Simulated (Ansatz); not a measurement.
**B₆H₁₀N: ¹¹B NMR of the central transition**

Cell: a COD entry, its atoms then relaxed with PBE in this cell.

Space group Fm-3 (No. 202); a = 10.8781 Å.

```
site  Wyckoff  site symmetry       x       y       z
   B      48h            m..  0.5000  0.4186  0.1325
 H13      32f            .3.  0.1951  0.8049  0.1951
 H21      48h            m..  0.5000  0.3615  0.2271
   N       8c            23.  0.2500  0.7500  0.2500
```

One atom of each set is listed; the run and its k-mesh use a cell of 34 atoms with edges of 7.69, 7.69, 7.69 Å.

Method: Kohn–Sham DFT in Ansatz, PBE, plane waves and PAW, scalar-relativistic, 420 eV cutoff, Γ-centred 5×5×5 k-points, Fermi–Dirac smearing 0.05 eV.

¹¹B has I = 3/2 and Q = 40.59 mb (Pyykkö 2018); at 9.4 T its Larmor frequency is ν₀ = 128.4 MHz. Only the quadrupole interaction is simulated: positions count from each site's isotropic chemical shift, and J coupling is left out, as are shift anisotropy and dipolar coupling, which fast spinning averages.

(1) Give C_Q, η, the quadrupolar product P_Q = |C_Q|(1 + η²/3)^½, the second-order isotropic shift and the breadth of the pattern (fast magic-angle spinning) for each B site.

Answers

(1) 

| site | first shell | C_Q (MHz) | η | P_Q (MHz) | δ_QIS (ppm) | breadth (kHz) |
| --- | --- | --- | --- | --- | --- | --- |
| B | 1 H at 1.20 Å, 5 B at 1.77–1.78 Å | -0.787 | 0.12 | 0.789 | -0.943 | 0.269 |

δ_QIS = −(ν_Q²/30ν₀²)[I(I+1) − 3/4](1 + η²/3) × 10⁶ ppm with ν_Q = 3|C_Q|/[2I(2I−1)]; it falls as 1/B₀² in ppm, and the breadth as 1/B₀ in kHz.

At B V_zz points along its shortest bond, to H (within 2°).
